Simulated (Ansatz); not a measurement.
The geometry is COD entry 1522707, unchecked; take it as a test cell. The listed cell was then made from it by scaling, straining or moving an atom.

TiGa3: DFT, PBEsol, all-electron PAW with datasets made for the crystal, scalar-relativistic (Ansatz 0.2.0). What sets it apart from a plain run of this crystal: zz strain of -1 %.

Command: `ansatz run input.yaml --threads 1 --pin off --max-ram 4096MiB --backend cpu --events-out ev --progress --plain --runs-dir out` The run took 28 s on 1 thread of AMD EPYC 9R45 96-Core Processor (Zen 5) (shared host), peak memory 1.4 GiB.

```yaml
crystal:
  lattice:
    - [-1.8945, 1.8945, 4.32333]
    - [1.8945, -1.8945, 4.32333]
    - [1.8945, 1.8945, -4.32333]
  atoms:
    - { symbol: Ti, position: [0.0, 0.0, 0.0] }
    - { symbol: Ga, position: [0.5, 0.5, 0.0] }
    - { symbol: Ga, position: [0.75, 0.25, 0.5] }
    - { symbol: Ga, position: [0.25, 0.75, 0.5] }
kpoints:
  mp_grid: { grid: [14, 14, 14] }
scf:
  occupations: { method: fermi_dirac, width: 0.05 }
hamiltonian:
  xc: pbesol
  pseudopotentials: { kind: all_electron, datasets: crystal }
output:
  forces: true
  stress: true
  eigenvalues: true
  efg: { contact_densities: true }
```

Output (standing set-up lines are left out):

```
Crystal: 4 atoms, lattice volume = 62.068 Å³
Basis set: ecut = 260 eV, 575 PW (Γ), exchange–correlation on 54×54×54 points (8 copies of the dense FFT grid, shifted against one another)
iter 1 solved again at ethr=1.96e-3 eV; its pass at ethr=1.00e-1 eV (dr2=8.42e-1 eV) is discarded
SCF iter   1: F=—  HF=-181789.575909 eV  |F-HF|=—  |Δ(HF+E_count)|=         —  Δρ=3.20e-2  dr2=8.14e-1  ethr=1.96e-3  ⟨swp⟩=3.0  Hψ=31847  notcnv=0
preconditioner: auto → Kerker (q_TF=auto, 2.566 Å⁻¹)  [metal: Δε(μ)=0.001 eV  Ē_g=12.599 eV  σ=0.050 eV  W_gap=0.00  n_scr=14 (ndim 8)  ℏωp=30.9 eV  f_vac=0.000  D(μ)=1.41/eV (n_scr^D=10)]
SCF iter   2: F=—  HF=-181789.539026 eV  |F-HF|=—  |Δ(HF+E_count)|=   3.69e-2  Δρ=2.06e-2  dr2=3.84e-1  ethr=1.89e-3  ⟨swp⟩=2.0  Hψ=12690  notcnv=0  defer=1
SCF iter   3: F=—  HF=-181789.467067 eV  |F-HF|=—  |Δ(HF+E_count)|=   7.20e-2  Δρ=8.45e-3  dr2=4.68e-2  ethr=8.94e-4  ⟨swp⟩=3.2  Hψ=13874  notcnv=0  defer=8
SCF iter   4: F=—  HF=-181789.449681 eV  |F-HF|=—  |Δ(HF+E_count)|=   1.74e-2  Δρ=3.67e-3  dr2=9.62e-3  ethr=1.09e-4  ⟨swp⟩=3.0  Hψ=16146  notcnv=0  defer=4
SCF iter   5: F=—  HF=-181789.448701 eV  |F-HF|=—  |Δ(HF+E_count)|=   9.80e-4  Δρ=4.05e-3  dr2=1.78e-2  ethr=2.24e-5  ⟨swp⟩=4.0  Hψ=15763  notcnv=0
SCF iter   6: F=—  HF=-181789.446657 eV  |F-HF|=—  |Δ(HF+E_count)|=   2.04e-3  Δρ=1.86e-3  dr2=3.00e-3  ethr=2.24e-5  ⟨swp⟩=4.0  Hψ=17905  notcnv=0
SCF iter   7: F=—  HF=-181789.446002 eV  |F-HF|=—  |Δ(HF+E_count)|=   6.55e-4  Δρ=8.18e-4  dr2=6.32e-4  ethr=6.98e-6  ⟨swp⟩=2.4  Hψ=11777  notcnv=0  defer=1
iter 8 solved again at ethr=6.82e-9 eV; its pass at ethr=1.47e-6 eV (dr2=2.93e-6 eV) is discarded
SCF iter   8: F=—  HF=-181789.445977 eV  |F-HF|=—  |Δ(HF+E_count)|=   2.42e-5  Δρ=7.22e-5  dr2=3.28e-6  ethr=6.82e-9  ⟨swp⟩=3.7  Hψ=30214  notcnv=0  defer=1
SCF iter   9: F=—  HF=-181789.445977 eV  |F-HF|=—  |Δ(HF+E_count)|=   6.21e-8  Δρ=3.44e-5  dr2=1.85e-6  ethr=6.82e-9  ⟨swp⟩=3.3  Hψ=13113  notcnv=0  defer=1
SCF iter  10: F=—  HF=-181789.445977 eV  |F-HF|=—  |Δ(HF+E_count)|=   1.55e-7  Δρ=8.96e-6  dr2=5.01e-8  ethr=4.31e-9  ⟨swp⟩=3.9  Hψ=13054  notcnv=0  defer=1
SCF iter  11: F=-181789.445977 eV  HF=-181789.445977 eV  |F-HF|=7.31e-9  |Δ(HF+E_count)|=   2.11e-7  Δρ=4.69e-6  dr2=1.50e-8  ethr=1.16e-10  ⟨swp⟩=3.3  Hψ=17067  notcnv=0  defer=1
SCF 1 converged in 11 iterations: F = -181789.445978 eV  dr2 = 1.50e-8
  Residual-converged pass: ⟨swp⟩=3.4  Hψ=12615  notcnv=0  max |occ|·‖R‖ = 6.7e-6 eV (tolerance 6.7e-6 eV)  dr2=1.51e-8  dr2_onsite=7.32e-9  max |Δocc| = 7.0e-10
  greatest PAW one-centre occupation: 0.993 electrons in one spin orbital (limit 2), on the Ga atom at site 1 (counted from 0), in its partial waves of l = 2
SCF converged after 11 iterations
Free energy (F): -181789.445978 eV
Harris-Foulkes:  -181789.445978 eV  (|F-HF|=7.31e-9)
Internal energy: -181789.433493 eV  (E = F + TS)
E sigma→0 (E₀):  -181789.439735 eV
Entropy (-TS):   -0.012485 eV (-3.121 meV/atom)
Past the cutoff: the bands carry plane waves up to 1.75 times it, of which those up to 1.5 times it add -0.000219 eV an atom, each by itself; the spheres take 0.000278 eV an atom off the energy for waves past 1.75 times it
By the cutoff:   a pressure is off by up to 0.008 GPa (1.2 times the spheres' own share and the shells' term, over an atom's volume, and 0.004 GPa: a bound that held against runs at twice the plane waves)
Past the cutoffs: a stress includes 0.0020 GPa for waves and charges beyond them, in addition to the slope of what the spheres take
In the spheres:  the bands' charges fall short by 8.0e-6 e at most (sound up to 1e-3), those of shells solved beside the bands by 3.2e-6 e (sound up to 5e-4)
Fermi energy:    14.836828 eV
--- Per-component energies (eV) ---
  The terms above E_closure are by the made datasets' own strengths, without shells solved beside the bands.
--- Forces (eV/Å), atoms counted from 1 ---
  atom   1  Ti     0.00000000     0.00000000    -0.00000000
  atom   2  Ga     0.00000000     0.00000000     0.00000000
  atom   3  Ga     0.00000000     0.00000000     0.00000000
  atom   4  Ga    -0.00000000    -0.00000000     0.00000000
  max |Σ_I F_I| component: 6.94e-18 eV/Å
--- Stress (GPa, compression-positive) ---
       -3.062078       0.000000       0.000000
        0.000000      -3.062078       0.000000
       -0.000000      -0.000000      -0.373174
  P = ⅓ Tr σ = -2.1658 GPa (-21.658 kbar)
  It holds what live shells' own plane waves past their cutoff add
--- PAW observables at the nuclei: V_zz in 10²¹ V/m², potentials from the cell's mean, atoms counted from 1 ---
  atom   1  Ti V_zz =    -1.841399   η = 0.0000   by run symmetry: allowed
            electrostatic potential = -2530.423627 V   contact ρ = 56680.196462 e/Å³
  atom   2  Ga V_zz =    +9.658747   η = 0.0000   by run symmetry: allowed
            electrostatic potential = -4134.786633 V   contact ρ = 187132.444110 e/Å³
  atom   3  Ga V_zz =    -2.855150   η = 0.0000   by run symmetry: allowed
            electrostatic potential = -4134.709872 V   contact ρ = 187119.691708 e/Å³
  atom   4  Ga V_zz =    -2.855150   η = 0.0000   by run symmetry: allowed
            electrostatic potential = -4134.709872 V   contact ρ = 187119.691708 e/Å³
--- Band table (eV; the first three rows and the last of 244) ---
  k-point 0: bands = ["-0.1578", "-0.0304", "-0.0055", "0.1383", "0.1383", "0.1613", "0.1613", "0.2225", "0.2303", "0.2441", "0.3761", "0.4031", "0.4031", "0.4231", "0.5788", "3.4543", "10.9868", "11.7325", "13.5090", "13.5090", "13.6070", "15.2606", "15.9425"]
  k-point 1: bands = ["-0.1433", "-0.0179", "0.0051", "0.1301", "0.1459", "0.1599", "0.1612", "0.2299", "0.2344", "0.2490", "0.3676", "0.3913", "0.4048", "0.4151", "0.5596", "3.5652", "11.0619", "11.7111", "12.8523", "13.4533", "13.4983", "15.3289", "15.9727"]
  k-point 2: bands = ["-0.1088", "0.0165", "0.0371", "0.1130", "0.1553", "0.1608", "0.1660", "0.2431", "0.2519", "0.2603", "0.3465", "0.3594", "0.3929", "0.3958", "0.5175", "3.8973", "11.2527", "11.6307", "11.8769", "13.0915", "13.4715", "14.2976", "16.8733"]
  k-point 243: bands = ["-0.1425", "-0.1052", "-0.0287", "-0.0287", "0.0722", "0.1154", "0.2156", "0.2531", "0.3394", "0.3394", "0.4020", "0.4020", "0.4195", "0.4697", "0.5788", "5.0355", "6.2035", "12.6790", "13.5900", "13.5900", "14.7637", "15.7385", "15.7385"]
```

Spin polarisation is left out, and whether a magnetic state lies lower isn't shown here.
